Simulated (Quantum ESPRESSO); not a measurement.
Si3O4FN, one run as intended and one with a planted mistake

Computed values, not a measurement. The program is pw.x of Quantum ESPRESSO 7.5 (plane-wave density functional theory). The cell is made up: 9 atoms on a quartz lattice, with randomly drawn elements, strain and displacements, not relaxed. PseudoDojo standard norm-conserving files (v0.5 for PBE, v0.4.1 for LDA and PBEsol) set the functional; there is no spin polarisation, spin-orbit coupling or dispersion term, and the masses in the input are unused placeholders.

Intended input:

```
&control calculation='scf', pseudo_dir='./dojo.nc.sr.pbe.v0_5.standard.upf', outdir='./o', disk_io='medium', tprnfor=.true., tstress=.true. /
&system ibrav=0, nat=9, ntyp=4, nbnd=30, ecutwfc=84.00895049, nosym=.true., tot_charge=0,
 occupations='smearing', smearing='fd', degauss=0.0018374661
/
&electrons conv_thr=7.350e-09, electron_maxstep=60, /
ATOMIC_SPECIES
F 1.0 F.upf
N 1.0 N.upf
O 1.0 O.upf
Si 1.0 Si.upf
CELL_PARAMETERS angstrom
5.1385 0.0 0.0
-2.5692 4.45 0.0
0.0 0.0 5.64
ATOMIC_POSITIONS angstrom
Si 2.3903 0.0173 3.7575
Si -1.1803 2.0575 1.9058
Si 1.3814 2.3506 0.0115
O 1.3951 1.2108 4.4511
O 3.3788 0.6497 2.5337
O 2.93 2.5795 0.6248
F 0.2646 1.8361 1.2353
O -1.0847 3.2796 3.0938
N 0.7861 3.7919 4.9571
K_POINTS automatic
5 5 4 1 1 1
```

The log is shortened where brackets say so; the opening notice, blank lines, dates and the lines on written files are dropped, and the path of the files is cut. It prints rydbergs, bohrs and kilobars, and counts compression as positive stress. Where no state is partly filled, the Fermi energy that it prints is only some level between the filled and the empty states on the mesh, and need not lie in the true gap.

Log of the intended run:

```
     Program PWSCF v.7.5
     Parallel version (MPI & OpenMP), running on       1 processor cores
     Number of MPI processes:                 1
     Threads/MPI process:                     1
     [start-up lines left out]
     bravais-lattice index     =            0
     lattice parameter (alat)  =       9.7104  a.u.
     unit-cell volume          =     870.3062 (a.u.)^3
     number of atoms/cell      =            9
     number of atomic types    =            4
     number of electrons       =        48.00
     number of Kohn-Sham states=           30
     kinetic-energy cutoff     =      84.0090  Ry
     charge density cutoff     =     336.0358  Ry
     scf convergence threshold =      7.3E-09
     mixing beta               =       0.7000
     number of iterations used =            8  plain     mixing
     Exchange-correlation= PBE
                           (   1   4   3   4   0   0   0)
     [axes and pseudopotential details left out]
   Cartesian axes
     site n.     atom                  positions (alat units)
         1        Si     tau(   1) = (   0.4651747   0.0033667   0.7312445  )
         2        Si     tau(   2) = (  -0.2296974   0.4004087   0.3708864  )
         3        Si     tau(   3) = (   0.2688333   0.4574487   0.0022380  )
         4        O      tau(   4) = (   0.2714995   0.2356330   0.8662256  )
         5        O      tau(   5) = (   0.6575460   0.1264377   0.4930816  )
         6        O      tau(   6) = (   0.5702053   0.5019947   0.1215919  )
         7        F      tau(   7) = (   0.0514936   0.3573222   0.2404009  )
         8        O      tau(   8) = (  -0.2110927   0.6382407   0.6020823  )
         9        N      tau(   9) = (   0.1529824   0.7379391   0.9646979  )
     number of k points=    50  Fermi-Dirac smearing, width (Ry)=  0.0018
                       cart. coord. in units 2pi/alat
        k(    1) = (   0.1000000   0.1732067   0.1138852), wk =   0.0400000
        k(    2) = (   0.1000000   0.1732067   0.3416556), wk =   0.0400000
     [further k points left out]
     Dense  grid:    90495 G-vectors     FFT dimensions: (  60,  60,  64)
     Estimated max dynamical RAM per process >     115.67 MB
     Initial potential from superposition of free atoms
     starting charge      47.9981, renormalised to      48.0000
     Starting wfcs are   36 randomized atomic wfcs
     total cpu time spent up to now is       17.8 secs
     per-process dynamical memory:    88.1 Mb
     Self-consistent Calculation
     iteration #  1     ecut=    84.01 Ry     beta= 0.70
     Davidson diagonalization with overlap
     ethr =  1.00E-02,  avg # of iterations =  3.0
     total cpu time spent up to now is       51.9 secs
     total energy              =    -227.13560686 Ry
     estimated scf accuracy    <       2.66386283 Ry
     iteration #  2     ecut=    84.01 Ry     beta= 0.70
     Davidson diagonalization with overlap
     ethr =  5.55E-03,  avg # of iterations =  3.0
     total cpu time spent up to now is      100.3 secs
     total energy              =    -227.53531944 Ry
     estimated scf accuracy    <       3.35896249 Ry
     [iterations 3 to 10 left out]
     iteration # 11     ecut=    84.01 Ry     beta= 0.70
     Davidson diagonalization with overlap
     ethr =  1.65E-09,  avg # of iterations =  3.8
     total cpu time spent up to now is      443.8 secs
     total energy              =    -228.29753551 Ry
     estimated scf accuracy    <       0.00000006 Ry
     iteration # 12     ecut=    84.01 Ry     beta= 0.70
     Davidson diagonalization with overlap
     ethr =  1.20E-10,  avg # of iterations =  2.1
     total cpu time spent up to now is      483.4 secs
     End of self-consistent calculation
     [lines on levels left out]
     the Fermi energy is     4.9958 ev
!    total energy              =    -228.29753552 Ry
     estimated scf accuracy    <          3.4E-09 Ry
     smearing contrib. (-TS)   =      -0.00000000 Ry
     internal energy E=F+TS    =    -228.29753552 Ry
     The total energy is F=E-TS. E is the sum of the following terms:
     one-electron contribution =    -117.11511400 Ry
     hartree contribution      =      82.38432143 Ry
     xc contribution           =     -60.41193324 Ry
     ewald contribution        =    -133.15480973 Ry
     convergence has been achieved in  12 iterations
     Forces acting on atoms (cartesian axes, Ry/au):
     atom    1 type  4   force =     0.06460184   -0.01352957    0.11993013
     atom    2 type  4   force =    -0.21646376    0.07507378    0.07746106
     atom    3 type  4   force =     0.06442389    0.15635802   -0.21481378
     atom    4 type  3   force =     0.01814476   -0.03826095   -0.00298555
     atom    5 type  3   force =     0.00929060    0.05525561   -0.01624632
     atom    6 type  3   force =     0.01157053   -0.04872725    0.08223794
     atom    7 type  1   force =     0.05422432   -0.04953142    0.01654635
     atom    8 type  3   force =    -0.02257984   -0.07854426   -0.11971489
     atom    9 type  2   force =     0.01678765   -0.05809396    0.05758506
     Total force =     0.447329     Total SCF correction =     0.000047
     Computing stress (Cartesian axis) and pressure
          total   stress  (Ry/bohr**3)                   (kbar)     P=      -87.62
  -0.00024138   0.00012315  -0.00030108          -35.51       18.12      -44.29
   0.00012315  -0.00082382  -0.00000669           18.12     -121.19       -0.98
  -0.00030108  -0.00000669  -0.00072169          -44.29       -0.98     -106.16
     init_run     :     15.20s CPU     17.63s WALL (       1 calls)
     electrons    :    441.93s CPU    465.67s WALL (       1 calls)
     forces       :      8.15s CPU      8.30s WALL (       1 calls)
     stress       :     31.97s CPU     32.16s WALL (       1 calls)
     [timing details left out]
     PWSCF        :   8m17.63s CPU   8m45.03s WALL
     JOB DONE.
```

A second run has one planted mistake: the plane-wave cutoff is too low. The input lines that differ, file-writing options aside:

```
- &system ibrav=0, nat=9, ntyp=4, nbnd=30, ecutwfc=84.00895049, nosym=.true., tot_charge=0,
+ &system ibrav=0, nat=9, ntyp=4, nbnd=30, ecutwfc=59.60740057, nosym=.true., tot_charge=0,
```

Its log:

```
     Program PWSCF v.7.5
     Parallel version (MPI & OpenMP), running on       1 processor cores
     Number of MPI processes:                 1
     Threads/MPI process:                     1
     [start-up lines left out]
     bravais-lattice index     =            0
     lattice parameter (alat)  =       9.7104  a.u.
     unit-cell volume          =     870.3062 (a.u.)^3
     number of atoms/cell      =            9
     number of atomic types    =            4
     number of electrons       =        48.00
     number of Kohn-Sham states=           30
     kinetic-energy cutoff     =      59.6074  Ry
     charge density cutoff     =     238.4296  Ry
     scf convergence threshold =      7.3E-09
     mixing beta               =       0.7000
     number of iterations used =            8  plain     mixing
     Exchange-correlation= PBE
                           (   1   4   3   4   0   0   0)
     [axes and pseudopotential details left out]
   Cartesian axes
     site n.     atom                  positions (alat units)
         1        Si     tau(   1) = (   0.4651747   0.0033667   0.7312445  )
         2        Si     tau(   2) = (  -0.2296974   0.4004087   0.3708864  )
         3        Si     tau(   3) = (   0.2688333   0.4574487   0.0022380  )
         4        O      tau(   4) = (   0.2714995   0.2356330   0.8662256  )
         5        O      tau(   5) = (   0.6575460   0.1264377   0.4930816  )
         6        O      tau(   6) = (   0.5702053   0.5019947   0.1215919  )
         7        F      tau(   7) = (   0.0514936   0.3573222   0.2404009  )
         8        O      tau(   8) = (  -0.2110927   0.6382407   0.6020823  )
         9        N      tau(   9) = (   0.1529824   0.7379391   0.9646979  )
     number of k points=    50  Fermi-Dirac smearing, width (Ry)=  0.0018
                       cart. coord. in units 2pi/alat
        k(    1) = (   0.1000000   0.1732067   0.1138852), wk =   0.0400000
        k(    2) = (   0.1000000   0.1732067   0.3416556), wk =   0.0400000
     [further k points left out]
     Dense  grid:    54179 G-vectors     FFT dimensions: (  48,  48,  54)
     Estimated max dynamical RAM per process >      69.80 MB
     Check: negative core charge=   -0.000026
     Initial potential from superposition of free atoms
     starting charge      47.9981, renormalised to      48.0000
     Starting wfcs are   36 randomized atomic wfcs
     total cpu time spent up to now is        9.4 secs
     per-process dynamical memory:    54.6 Mb
     Self-consistent Calculation
     iteration #  1     ecut=    59.61 Ry     beta= 0.70
     Davidson diagonalization with overlap
     ethr =  1.00E-02,  avg # of iterations =  3.0
     total cpu time spent up to now is       38.0 secs
     total energy              =    -227.10350151 Ry
     estimated scf accuracy    <       2.61817012 Ry
     iteration #  2     ecut=    59.61 Ry     beta= 0.70
     Davidson diagonalization with overlap
     ethr =  5.45E-03,  avg # of iterations =  3.1
     total cpu time spent up to now is       63.0 secs
     total energy              =    -227.48463630 Ry
     estimated scf accuracy    <       3.30970552 Ry
     [iterations 3 to 10 left out]
     iteration # 11     ecut=    59.61 Ry     beta= 0.70
     Davidson diagonalization with overlap
     ethr =  1.60E-09,  avg # of iterations =  3.8
     total cpu time spent up to now is      276.8 secs
     total energy              =    -228.24056590 Ry
     estimated scf accuracy    <       0.00000005 Ry
     iteration # 12     ecut=    59.61 Ry     beta= 0.70
     Davidson diagonalization with overlap
     ethr =  1.09E-10,  avg # of iterations =  2.3
     total cpu time spent up to now is      297.6 secs
     End of self-consistent calculation
     [lines on levels left out]
     the Fermi energy is     4.9922 ev
!    total energy              =    -228.24056591 Ry
     estimated scf accuracy    <          3.1E-09 Ry
     smearing contrib. (-TS)   =      -0.00000000 Ry
     internal energy E=F+TS    =    -228.24056591 Ry
     The total energy is F=E-TS. E is the sum of the following terms:
     one-electron contribution =    -117.00140618 Ry
     hartree contribution      =      82.30168452 Ry
     xc contribution           =     -60.38603451 Ry
     ewald contribution        =    -133.15480973 Ry
     convergence has been achieved in  12 iterations
     Forces acting on atoms (cartesian axes, Ry/au):
     atom    1 type  4   force =     0.06468384   -0.01344045    0.11994637
     atom    2 type  4   force =    -0.21646934    0.07514359    0.07747495
     atom    3 type  4   force =     0.06444228    0.15628930   -0.21470742
     atom    4 type  3   force =     0.01777862   -0.03847683   -0.00351945
     atom    5 type  3   force =     0.00942712    0.05474404   -0.01620474
     atom    6 type  3   force =     0.01157462   -0.04808564    0.08207529
     atom    7 type  1   force =     0.05452365   -0.04978671    0.01661464
     atom    8 type  3   force =    -0.02304464   -0.07844403   -0.11951656
     atom    9 type  2   force =     0.01708384   -0.05794326    0.05783693
     Total force =     0.447179     Total SCF correction =     0.000042
     Computing stress (Cartesian axis) and pressure
          total   stress  (Ry/bohr**3)                   (kbar)     P=     -158.25
  -0.00071656   0.00012601  -0.00030950         -105.41       18.54      -45.53
   0.00012601  -0.00130908  -0.00000530           18.54     -192.57       -0.78
  -0.00030950  -0.00000530  -0.00120154          -45.53       -0.78     -176.75
     init_run     :      9.07s CPU      9.32s WALL (       1 calls)
     electrons    :    270.44s CPU    288.24s WALL (       1 calls)
     forces       :      4.83s CPU      4.97s WALL (       1 calls)
     stress       :     20.12s CPU     20.24s WALL (       1 calls)
     [timing details left out]
     PWSCF        :   5m 4.78s CPU   5m23.46s WALL
     JOB DONE.
```

```
                                            intended run  run with the mistake
                          free energy (eV)     -3106.146             -3105.371
                    smearing term -TS (eV)        0.0000                0.0000
                            pressure (GPa)         -8.76                -15.82
            largest force component (eV/Å)         5.566                 5.566
largest change of a force component (eV/Å)                               0.016
                                iterations            12                    12
```

For scale, a rerun of the intended cell at a cutoff of 1437 eV and k mesh 7 x 7 x 6 moved values by no more than 0.002 eV in energy, 0.02 GPa in stress and 0.002 eV/Å in force.